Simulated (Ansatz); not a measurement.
Starting cell, Eu (bcc, W type):

```xyz
4
Lattice="-8.7615 8.7615 8.7615 2.1904 -2.1904 2.1904 2.1904 2.1904 -2.1904" Properties=species:S:1:pos:R:3 pbc="T T T"
Eu     0.0000     0.0000     0.0000
Eu    -4.3807     4.3807     4.3807
Eu    -2.1904     2.1904     2.1904
Eu    -6.5711     6.5711     6.5711
```

In this cell atom 3 (Eu, nearest neighbour Eu at 3.794 Å; its periodic images, 3.8 Å or more away, move with it) is moved by s towards the nearest neighbour, unit vector (-0.577, 0.577, 0.577); all other atoms and the cell stay fixed.

Computed with PBE (plane waves to 420 eV, PAW, scalar-relativistic; Ansatz, a first-principles code). k mesh 3×12×12 (Γ-centred), Fermi-Dirac smearing 0.05 eV. Energies are smeared free energies. With partly filled bands, energies and forces of such displacements shift with the k mesh and the smearing. Eu was relaxed with its symmetry unable to fall. Relaxed Eu ends ferromagnetic. The PAW data are Ansatz's earlier set. The relaxed volume of Eu is well below the measured one. Other magnetic orders were not checked, so this need not be the ground state. The filling of the f shell was not checked against other fillings, so treat energies with care. ΔE is measured from the undisplaced structure. The last digit holds for this mesh only.

```csv
s (Å),ΔE (meV/cell)
-0.760,463.8
-0.608,292.9
-0.456,163.8
-0.304,withheld
-0.152,18.1
0.000,0.0
0.152,18.1
0.304,withheld
0.456,163.8
0.608,292.9
0.760,463.8
```

### Question
Fit an even polynomial form (powers 2, 4, 6) to the given rows and predict ΔE at s = -0.304.

### Answer
Least squares on the 9 given rows: ΔE = (786.1)·s² + (-4.694)·s⁴ + (58.78)·s⁶, in meV/cell with s in Å; root-mean-square residual 0.03 meV/cell. At -0.304 the fit gives 72.7 meV/cell; the calculation gives 72.7 meV/cell, the same to the digits shown. The quadratic term alone would give 72.6 meV/cell.

(A displaced cell: forces are minus the slopes of the energy, force constants its curvatures, and phonons follow from these.)
